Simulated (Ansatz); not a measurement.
Here is the system:

Ir:
Space group P6₃/mmc (No. 194); a = 2.720 Å, b = 2.720 Å, c = 4.404 Å, α = 90.00°, β = 90.00°, γ = 120.00°

```csv
atom,site,symmetry,x,y,z
Ir,2c,-6m2,0.3333,0.6667,0.2500
```

This is the PBEsol-relaxed structure.

Q: All from PBEsol in the plane-wave PAW code Ansatz, unless another level is named. Estimate the density of states at the Fermi level.

A: 1.1 states/eV per atom (mean over ±0.08 eV).

Q: What about the gap with spin–orbit coupling?

A: none (metallic).

Space group P6_3/mmc (hcp (Mg type)). The workflow started from a Materials Project entry (that database holds measured and hypothetical structures alike); the Crystallography Open Database copy checked does not list it. It is not the phase usual at ambient conditions (space group No. 225). The PBEsol relaxation kept the symmetry of its start; of distortions, only those at the zone centre were tested. The run is not spin-polarised. Axis ratios of metals converge slowly with the k-mesh, so a and c are less sure than the volume. Scalar-relativistic: spin–orbit coupling is off unless named, which matters more the heavier the elements.

Potentials: the later of the program's two PAW sets.
